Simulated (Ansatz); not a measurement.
# Be3ZnSe4 (P3m1) at 2 levels of theory

One geometry, relaxed with PBE; plane waves with PAW potentials in Ansatz, scalar-relativistic. No spin polarisation. Gaps are the least over mesh and band path; pressure is positive in compression.

```
CELL_PARAMETERS angstrom
3.74725 0.00000 0.00000
-1.87363 3.24522 0.00000
0.00000 0.00000 12.41168
ATOMIC_POSITIONS crystal
Be 0.66667 0.33333 0.01254
Be 0.66667 0.33333 0.49281
Be 0.00000 0.00000 0.25312
Zn 0.00000 0.00000 0.75621
Se 0.66667 0.33333 0.19393
Se 0.66667 0.33333 0.67293
Se 0.00000 0.00000 0.43433
Se 0.00000 0.00000 0.95414
```

```
level  cutoff (eV)  k mesh  gap (eV)  pressure (GPa)
  PBE          420   6×6×2      2.55             0.0
```

Question: What comes out on the same cell with r2SCAN?

Answer:
```tsv
level	cutoff (eV)	k mesh	gap (eV)	pressure (GPa)
r2SCAN	500	6×6×2	3.03	-1.2
```

It was reached by relaxing an invented guess, and it needn't be the stable form of this composition.
